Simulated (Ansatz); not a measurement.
This guess for ScTiC₆N₆ is about to be relaxed.

```
CELL_PARAMETERS angstrom
0.00000 5.22800 5.22800
5.22800 0.00000 5.22800
5.22800 5.22800 0.00000
ATOMIC_POSITIONS crystal
Sc 0.50000 0.50000 0.50000
Ti 0.00000 0.00000 0.00000
C 0.81465 0.18535 0.18535
C 0.18535 0.81465 0.18535
C 0.18535 0.18535 0.81465
C 0.18535 0.81465 0.81465
C 0.81465 0.18535 0.81465
C 0.81465 0.81465 0.18535
N 0.70275 0.29725 0.29725
N 0.29725 0.70275 0.29725
N 0.29725 0.29725 0.70275
N 0.29725 0.70275 0.70275
N 0.70275 0.29725 0.70275
N 0.70275 0.70275 0.29725
```

All numbers below come from Ansatz, DFT PBE, scalar-relativistic, plane waves, PAW. Cutoff 420 eV, Gaussian smearing, Γ-centred meshes. Cell and atoms relax first on a coarse mesh and then on a finer one. In between, the cell is made exact in the group found at 0.06 Å. In metals the finer mesh still leaves noise of several meV/atom or more. The steps can't lower the symmetry of their start. Collinear spin, starting moments Ti 1.0 μB.

A guess keeps its type if space group and coordination stay and the shape of the cell changes little (axis ratios within about 15 %, angles within 6°); the volume may change.

Problem. Does it keep its structure type, or change into something else?

Solution. It keeps its type. The symmetry stays Fm-3m (No. 225). The volume per atom grows by 19.4 %, from 20.4 to 24.4 Å³. The shortest distance stays 1.17 Å (C–N). Counting neighbours within 15 % of an atom's shortest distance, the start has C 1, N 1, Sc 6, Ti 6 and the end C 1, N 1, Sc 6, Ti 6.

The last run used collinear spin, a 6×6×6 mesh for its 14-atom cell and Gaussian smearing of 0.10 eV. The magnetic state reached may not be the lowest. A structure relaxed within its symmetry needn't be a true minimum.
